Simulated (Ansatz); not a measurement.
Simulated powder pattern, Co Kα, λ = 1.79026 Å (kinematic, ideal powder, no thermal factors, no anomalous dispersion; the 30 strongest lines at most, above 1 %, up to 2θ = 90°):

```tsv
2θ (°)	d (Å)	I/Imax (%)
15.13	6.799	12
24.62	4.198	13
30.53	3.399	6.7
32.89	3.162	100
33.33	3.121	65
45.49	2.315	20
45.83	2.299	20
46.53	2.266	6.9
47.86	2.207	34
50.48	2.099	2.0
54.54	1.954	3.3
57.84	1.851	4.8
58.43	1.834	8.4
59.29	1.810	39
60.46	1.778	6.8
63.56	1.700	4.4
68.16	1.598	12
68.96	1.581	8.1
70.00	1.561	11
73.69	1.493	8.6
78.27	1.418	2.2
79.53	1.399	8.8
79.78	1.396	11
80.56	1.385	6.2
83.32	1.347	8.6
87.53	1.294	3.2
87.78	1.291	6.1
88.28	1.285	4.3
```

The pattern belongs to a structure relaxed with PBE (plane waves, PAW; program Ansatz).

**Question.** Which of these materials gives this?
(A) Zn3GaNO3, P3m1 (Pearson symbol hP8)
(B) VO2, rutile
(C) Ba2YHO3, I4mm (Pearson symbol tI14)
(D) SnTe, rock salt

**Answer.** C, Ba2YHO3, I4mm (Pearson symbol tI14)

**Question.** Give the lattice parameters.

**Answer.** a = 4.414 Å, c = 13.597 Å.

The start of the workflow was typed in or built on a structure type; neither database checked (COD, Materials Project) lists it. Whether it is the stable phase at ambient conditions was not checked. Symmetry was held in the PBE relaxation; whether a distortion lowers the energy is not shown. No spin polarisation was allowed. Scalar-relativistic: spin–orbit coupling is off unless named, which matters more the heavier the elements.

Potentials: the earlier of the program's two PAW sets.
